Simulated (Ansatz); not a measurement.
Relaxed polymorphs of HfN. These are r2SCAN (plane waves to 500 eV, PAW, scalar-relativistic; Ansatz, a quantum-chemistry and plane-wave program) values and carry that method's errors. One row is withheld; estimate it from its structure type, its coordination and the trend of the others.

```tsv
structure	coordination	E − E(first row) (eV/atom)	V (Å³/atom)	gap (eV, no SOC)
Fm-3m, cF8, rock salt type, non-magnetic	Hf 6 (octahedral), N 6 (octahedral)	0.00	11.59	0.00
P4₂/m, tP8, non-magnetic	–	0.34	14.92	0.00
I4/mmm, tI8, non-magnetic	–	0.42	18.76	0.33
P4₂/mnm, tP8, AFLOW prototype AB_tP8_136_g_f (as in BeO), non-magnetic	–	0.46	15.18	0.00
Cmcm, oS8, non-magnetic	–	0.50	18.24	0.00
F-43m, cF8, zinc blende type, non-magnetic	Hf 4 (tetrahedral), N 4 (tetrahedral)	0.24	14.63	0.00
P6₃/mmc, hP4, NiAs type, non-magnetic	Hf 6 (octahedral), N 6 (trigonal prismatic)	…	…	…
I4₁/amd, tI8, AFLOW prototype AB_tI8_141_a_b ("40", as in NbP), non-magnetic	–	0.64	14.48	0.00
```

Q: What belongs in the gaps?

A: 
- P6₃/mmc, hP4, NiAs type, non-magnetic, E − E(first row) (eV/atom): 0.35
- P6₃/mmc, hP4, NiAs type, non-magnetic, V (Å³/atom): 12.06
- P6₃/mmc, hP4, NiAs type, non-magnetic, gap (eV, no SOC): 0.00

The withheld cell: P6₃/mmc (No. 194), hP4, NiAs type; a = b = 3.151 Å, c = 5.608 Å, α = β = 90.00°, γ = 120.00°; Hf 2a (0.000, 0.000, 0.000); N 2d (0.667, 0.333, 0.250); non-magnetic. Coordination numbers (neighbours up to the widest gap in distance over summed covalent radii, below 1.35; n+m marks a second, longer set; metal–metal contacts left out).

Probably no minimum, since a slightly shaken restart fell lower: P4₂/mnm, tP8, AFLOW prototype AB_tP8_136_g_f (as in BeO), non-magnetic (by 0.12 eV/atom, to P4₂/m); Cmcm, oS8, non-magnetic (by 0.08 eV/atom, to I4/mmm). 1 run with a doubtful electronic state, a coarser numerical grid, an end not at rest or a source that can't be used is left out. 1 generated cell of layers, chains or molecules, poorly bound without dispersion, is left out. Each run could gain symmetry but not lose that of its start, so entries can be saddle points. From databases, or of a type measured for this composition: Fm-3m, cF8, rock salt type, non-magnetic; the others are generated cells (placed on structure types, drawn at random, substituted or restacked) that were not matched to a known phase here. Each structure is listed in the lowest spin state found for it. Energies are at zero temperature and pressure, without zero-point motion. No spin polarisation in the result.
